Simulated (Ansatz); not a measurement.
LiTaO$_{3}$:
```
CELL_PARAMETERS angstrom
      2.56942     1.48345     4.58867
     -2.56942     1.48345     4.58867
      0.00000    -2.96691     4.58867
ATOMIC_POSITIONS crystal
  Li 0.28213 0.28213 0.28213
  Li 0.78213 0.78213 0.78213
  Ta 0.99905 0.99905 0.99905
  Ta 0.49905 0.49905 0.49905
  O  0.61726 0.22519 0.86456
  O  0.22519 0.86456 0.61726
  O  0.86456 0.61726 0.22519
  O  0.11726 0.36456 0.72519
  O  0.72519 0.11726 0.36456
  O  0.36456 0.72519 0.11726
```

Tensor components refer to the Cartesian frame of this cell.

**Question.** Give the proper piezoelectric stress tensor with relaxed ions from PBEsol (plane waves, PAW; program Ansatz).

**Answer.** In C/m², rows x, y, z, Voigt columns; mesh uncertainty up to 0.01.
```
 0.00   0.00   0.00   0.00   2.72  -2.03
-2.03   2.03   0.00   2.72   0.00   0.00
-0.13  -0.13   1.58   0.00   0.00   0.00
```

The elastic tensor of the same run (GPa):

|  | 1 | 2 | 3 | 4 | 5 | 6 |
|---|---|---|---|---|---|---|
| 1 | 231 | 50.2 | 82.8 | -10.2 | 0.0 | 0.0 |
| 2 | 50.2 | 231 | 82.8 | 10.2 | 0.0 | 0.0 |
| 3 | 82.8 | 82.8 | 273 | 0.0 | 0.0 | 0.0 |
| 4 | -10.2 | 10.2 | 0.0 | 94.0 | 0.0 | 0.0 |
| 5 | 0.0 | 0.0 | 0.0 | 0.0 | 94.0 | -10.2 |
| 6 | 0.0 | 0.0 | 0.0 | 0.0 | -10.2 | 90.6 |

**Question.** Convert to strain constants d = e·S.

**Answer.** In pC/N:
```
  0.0    0.0    0.0    0.0   26.8  -19.3
 -9.7    9.7    0.0   26.8    0.0    0.0
 -2.6   -2.6    7.4    0.0    0.0    0.0
```

Space group R3c. The PBEsol relaxation kept the symmetry of its start. The run is not spin-polarised. Signs of piezoelectric constants follow the polarity of the cell as given. Scalar-relativistic: spin–orbit coupling is off unless named, which matters more the heavier the elements.

Potentials: the earlier of the program's two PAW sets. The files were generated under PBE; for other functionals the program regenerates the frozen cores, and for LDA and PBEsol the local potential too.
